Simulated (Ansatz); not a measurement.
BeS (zinc blende, F-43m), a = 4.796 Å, b = 4.796 Å, c = 4.796 Å, α = 90.00°, β = 90.00°, γ = 90.00°; the cell used has 2 atoms.

Relaxed with LDA.

Task: Give the optical modes at the zone centre with their infrared and Raman activity from DFPT, the program Ansatz at the LDA level (PAW).

Result: Transverse frequencies, without the LO–TO term; a row sums one degenerate level.

| ω (cm⁻¹) | degeneracy | IR ((D/Å)²/amu) | Raman (Å⁴/amu) | activity | symmetry |
|---|---|---|---|---|---|
| 593 | 3 | 23.31 | 52 | IR+Raman | T2 |

Task: How high does the top mode go among those that the LO–TO term moves?

Result: 680 cm⁻¹ for q along x.

The cell was relaxed with LDA under the symmetry of its start.

Potentials: the earlier of the program's two PAW sets. The files were generated under PBE; for other functionals the program regenerates the frozen cores, and for LDA and PBEsol the local potential too.
